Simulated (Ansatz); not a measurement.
**From the elastic tensor of Cd4SeS3 to moduli and sound speeds**

Level of theory: Ansatz, DFT PBE, scalar-relativistic, plane waves, PAW. Plane waves to 420 eV; Γ-centred k mesh 6×6×6; fixed occupations. No spin polarisation.

Space group P-43m (No. 215), cubic, a = 5.993 Å. Cd is surrounded by 3 S at 2.58 Å and 1 Se at 2.66 Å; Se has 4 Cd at 2.66 Å; S has 4 Cd at 2.58 Å.

The cell was found from a structure generator's guess, not taken from experiment.

Relaxed-ion constants (GPa, on the Cartesian axes of the calculation):
C11 = 63.8, C12 = 44.6, C13 = 44.6, C22 = 63.8, C23 = 44.6, C33 = 63.8, C44 = 24.4, C55 = 24.4, C66 = 24.4 GPa; the others vanish.

Density 4.819 g/cm³; 8 atoms in 215.29 Å³.

With S = C⁻¹: B_V = (C11+C22+C33+2(C12+C13+C23))/9, G_V = (C11+C22+C33−C12−C13−C23+3(C44+C55+C66))/15, 1/B_R = S11+S22+S33+2(S12+S13+S23), 15/G_R = 4(S11+S22+S33−S12−S13−S23)+3(S44+S55+S66); Hill is their mean. Then v_l = √((B+4G/3)/ρ), v_t = √(G/ρ), v_m = [(2/v_t³+1/v_l³)/3]^(−1/3) and Θ = (ħ/k_B)·v_m·(6π²n/V)^(1/3) for n atoms in the volume V; E = 9BG/(3B+G), ν = (3B−2G)/(2(3B+G)) and A^U = 5G_V/G_R + B_V/B_R − 6.

```
Bulk modulus, Voigt / Reuss / Hill          : 51.0 / 51.0 / 51.0 GPa
Shear modulus, Voigt / Reuss / Hill         : 18.5 / 15.1 / 16.8 GPa
Young's modulus                             : 45 GPa
Poisson ratio                               : 0.352
Pugh ratio B/G                              : 3.04 (over 1.75, the rule of thumb for ductile)
Universal anisotropy index                  : 1.13
Longitudinal and transverse sound speeds    : 3903 and 1867 m/s
Debye temperature from the mean sound speed : 209 K
```
